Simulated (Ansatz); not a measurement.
A geometry of SiS₂ away from equilibrium: step 9 of the relaxation of a relaxed SiS2 cell, doubled along one cell vector, shaken by Gaussian noise of σ = 0.08 Å a coordinate. Calculation: r2SCAN (plane waves to 500 eV, PAW, scalar-relativistic; Ansatz, a program for electronic structure). Γ-centred k-mesh 3×5×6 on the run's cell (coarser than for final values), Fermi–Dirac smearing 0.05 eV. The plane waves were selected for a different cell earlier on the path.

```
CELL_PARAMETERS angstrom
      8.49439     0.09494     0.05773
      0.04747     4.07071     0.01553
      0.02655     0.01429     3.98397
ATOMIC_POSITIONS crystal
  S  0.97636 0.50445 0.01111
  S  0.52399 0.59913 0.23023
  S  0.18499 0.00136 0.12515
  S  0.78562 0.99650 0.71591
  Si 0.28384 0.48783 0.08065
  Si 0.72903 0.49587 0.89791
```

Q: What forces act on the atoms (eV/Å)?

A: 
| atom | Fx | Fy | Fz |
|---|---|---|---|
| S1 | -0.63 | 0.13 | -0.09 |
| S2 | 0.10 | -0.44 | -0.15 |
| S3 | -0.11 | -0.42 | 0.06 |
| S4 | -0.09 | 0.21 | -0.21 |
| Si5 | 0.76 | 0.49 | 0.20 |
| Si6 | -0.03 | 0.02 | 0.19 |

The path ends in P-4m2 (No. 115). No spin polarisation in the result. No dispersion correction is included, so spacings between layers, chains or molecules are soft and tend to come out too large.

The end of the path is a generated cell of SiS2: the first start was made by a random draw of sites in a space group, and the end was not matched to a known phase here, so it may be hypothetical.
